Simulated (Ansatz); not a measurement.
Input:

Relaxed LiNbO3 (space group R-3c):

```
LiNbO3
1.0
    2.56213     1.47925     4.51823
   -2.56213     1.47925     4.51823
    0.00000    -2.95850     4.51823
Li Nb O
2 2 6
Cartesian
  0.00000   0.00000  10.16602
  0.00000   0.00000   3.38867
  0.00000   0.00000   0.00000
  0.00000   0.00000   6.77735
 -0.63853   1.47925   7.90691
  0.63853  -1.47925   5.64779
 -0.96180  -1.29261   7.90691
  0.96180   1.29261   5.64779
  1.60033  -0.18664   7.90691
 -1.60033   0.18664   5.64779
```

The atoms are displaced by Q × the pattern below (from a DFPT mode at Γ, largest move 1; Q in Å), at fixed cell.

```csv
atom,x,y,z
Li1,0.000,0.000,1.000
Li2,0.000,0.000,-1.000
O5,0.000,0.062,-0.083
O6,0.000,-0.062,0.083
O7,-0.054,-0.031,-0.083
O8,0.054,0.031,0.083
O9,0.054,-0.031,-0.083
O10,-0.054,0.031,0.083
```

Atoms not listed stay in place.

The numbers are results of LDA (plane waves to 420 eV, PAW, scalar-relativistic; Ansatz, a program for electronic structure), not measurements. k mesh 8×8×8 (Γ-centred), fixed occupations. LiNbO3 is run without spin polarisation. LiNbO3 was relaxed with its symmetry unable to fall. This is one of several known forms of LiNbO3; the measured ambient cells at hand have space group No. 161. ΔE is measured from the undisplaced structure.

The scan covers Q from -0.660 to 0.660 Å in 13 points.

Problem. Is this a single well or a double well?

Solution. A double well: the undisplaced structure is a maximum between two minima.

Problem. Which space group does the distorted structure have?

Solution. R-3 (No. 148), lowered from R-3c.

Problem. Is the energy the same for equal positive and negative displacements?

Solution. Even: the same for both signs.

Problem. What is the energy change at Q = 0.660 Å?

Solution. 43.6 meV/cell.

Problem. By a smooth curve through the points, how far does the most displaced atom move to reach the deepest minimum?

Solution. 0.42 Å from zero.

(A displaced cell: forces are minus the slopes of the energy, force constants its curvatures, and phonons follow from these.)
